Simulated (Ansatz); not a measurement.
Input and command of a plane-wave DFT calculation in Ansatz:

```yaml
crystal:
  lattice:
    - [0.0, 4.3297127421, 4.3297127421]
    - [4.3297127421, 0.0, 4.3297127421]
    - [4.3297127421, 4.3297127421, 0.0]
  atoms:
    - { symbol: Ca, position: [0.0, 0.0, 0.0] }
    - { symbol: Ca, position: [0.25, 0.25, 0.25] }
    - { symbol: Se, position: [0.625, 0.625, 0.625] }
    - { symbol: Se, position: [0.125, 0.625, 0.625] }
    - { symbol: Se, position: [0.625, 0.625, 0.125] }
    - { symbol: Se, position: [0.625, 0.125, 0.625] }
basis:
  ecutwfc: 420
kpoints:
  mp_grid: { grid: [4, 4, 4] }
hamiltonian:
  xc: pbe
scf:
  occupations: { method: gaussian, width: 0.1 }
  lower_state_search: "off"
output:
  forces: true
  stress: true
  eigenvalues: true
```

```bash
ansatz run input.yaml --threads 1 --pin off --max-ram 2560MiB --backend cpu --events-out ev --progress --plain --runs-dir out
```

Processor: Intel(R) Xeon(R) CPU @ 2.80GHz (Skylake/Cascade Lake), 1 thread, on a host shared with other jobs.

Problem. How long does it run, and how much memory does it take?

Solution. About 3.2 s on 1 thread of Intel(R) Xeon(R) CPU @ 2.80GHz (Skylake/Cascade Lake), on a shared host, peak memory 0.48 GiB. It solves 51 bands at 8 k points (the mesh reduced by the symmetry that the task leaves, which can be less than the crystal's) with about 3143 plane waves, in 7 SCF iterations.
